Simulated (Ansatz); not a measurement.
Na3Cl:
```
CELL_PARAMETERS angstrom
      3.49859     0.00000     0.00000
      0.00000     3.49859     0.00000
      0.00000     0.00000     9.65033
ATOMIC_POSITIONS crystal
  Na 0.00000 0.00000 0.50000
  Na 0.50000 0.50000 0.82665
  Na 0.50000 0.50000 0.17335
  Cl 0.00000 0.00000 0.00000
```

Relaxed with r²SCAN.

Task: Map the electron localisation function on the plane through (0.000, 0.000, 0.500) spanned by u = [0, 0, 1] and v = [1, 1, 0] in lattice vectors, from r²SCAN (plane waves, PAW; program Ansatz).

Result: x is the fraction of u, y of v (the angle between them is 90°; rows are the nearest grid lines); atoms in the plane: Na at (0.00, 0.00), Na at (0.33, 0.50), Na at (0.67, 0.50), Cl at (0.50, 0.00).
```
|1365001465210158998448998510125641005631|
|3575001565210158999669998510125651005753|
|6663001565310147999889997410135651003666|
|7651003665310137999999997310135663001567|
|4310014665310025899999985200135664100134|
|0000036765200013689999863100025676300000|
|0012567741000000025665200000001477652100|
|2235677620001210001331000121000267765322|
|4456777400025653000000003565200047776544|
|5566776300167676200000026767610036776655|
|5566776200476457500000057546740026776655|
|5566776100564236610000166324650016776655|
|5566776100564236610000166324650016776655|
|5566776200476457500000057546740026776655|
|5566776300167676200000026767610036776655|
|4456777400025653000000003565200047776544|
|2235677620001210001331000121000267765322|
|0012567741000000025665200000001477652100|
|0000036765200013689999863100025676300000|
|4310014665310025899999985200135664100134|
|7651003665310137999999997310135663001567|
|6663001565310147999889997410135651003666|
|3575001565210158999669998510125651005753|
|1365001465210158998448998510125641005631|
```
Scale: ten equal steps from 0.007 (start of '0') to 0.875 (end of '9'), in the order '0123456789'; x runs from 0.000 to 1.00, y from 0.000 (bottom) to 1.00 (top).

The density is the valence pseudo-density with augmentation charge, so density and ELF within about 1 Å of a nucleus are not all-electron values.

Space group P4/mmm. The workflow started from a Materials Project entry (that database holds measured and hypothetical structures alike); the Crystallography Open Database copy checked does not list it. Its standing as an ambient phase is unchecked. Symmetry was held in the r²SCAN relaxation; its stability against distortions is not shown here.

Potentials: the later of the program's two PAW sets.
